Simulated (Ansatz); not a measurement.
PtS2 in space group Pca2_1 (No. 29; Pt on 4a, S on 4a, S on 4a) at seven volumes, r²SCAN in the plane-wave PAW code Ansatz, shape and atoms relaxed at each. One row is withheld.

```csv
V (Å³/atom),P (GPa)
15.300,16.96
15.804,10.31
16.309,?
16.813,0.00
17.318,-3.99
17.822,-7.35
18.326,-10.18
```

Task: Fit the shown pressures and predict the withheld one.

Result: Third-order Birch–Murnaghan: P = (3/2)B₀(x^(7/2) − x^(5/2))[1 + (3/4)(B′ − 4)(x − 1)] with x = (V₀/V)^(2/3). Least squares on the six rows gives V₀ = 16.813 Å³/atom, B₀ = 144.3 GPa, B′ = 4.66. At V = 16.309, x = 1.0205 and P = 4.71 GPa. The run itself gave 4.71 GPa.

The start of the workflow was typed in or built on a structure type; neither database checked (COD, Materials Project) lists it. COD files the formula under space group No. 164. Its standing as an ambient phase is unchecked. The cell was relaxed with r²SCAN under the symmetry of its start; its stability against distortions is not shown here. No spin polarisation was allowed. Scalar-relativistic: spin–orbit coupling is off unless named, which matters more the heavier the elements.

Potentials: the earlier of the program's two PAW sets. The files were generated under PBE; for other functionals the program regenerates the frozen cores, and for LDA and PBEsol the local potential too.
